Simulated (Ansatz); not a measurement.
BC$_{3}$ in space group Cmcm (No. 63; Pearson symbol oS32) at seven volumes, plane-wave PAW PBE+D3(BJ) (Ansatz code), shape and atoms relaxed at each. One row is withheld.

| V (Å³/atom) | P (GPa) |
|---|---|
| 8.626 | 3.35 |
| 8.910 | 2.00 |
| 9.195 | 0.88 |
| 9.479 | 0.00 |
| 9.763 | -0.67 |
| 10.048 | -1.07 |
| 10.332 | ? |

**Question.** Fit the shown pressures and predict the withheld one.

**Answer.** Third-order Birch–Murnaghan: P = (3/2)B₀(x^(7/2) − x^(5/2))[1 + (3/4)(B′ − 4)(x − 1)] with x = (V₀/V)^(2/3). Least squares on the six rows gives V₀ = 9.487 Å³/atom, B₀ = 24.40 GPa, B′ = 8.10. At V = 10.332, x = 0.9447 and P = -1.46 GPa. The run itself gave -1.35 GPa.

The start of the workflow was typed in or built on a structure type; neither database checked (COD, Materials Project) lists it. Whether it is the stable phase at ambient conditions was not checked. Symmetry was held in the PBE+D3(BJ) relaxation; whether a distortion lowers the energy is not shown. Its formation energy is positive at this level, so the cell may be metastable or incomplete.

Potentials: the earlier of the program's two PAW sets.
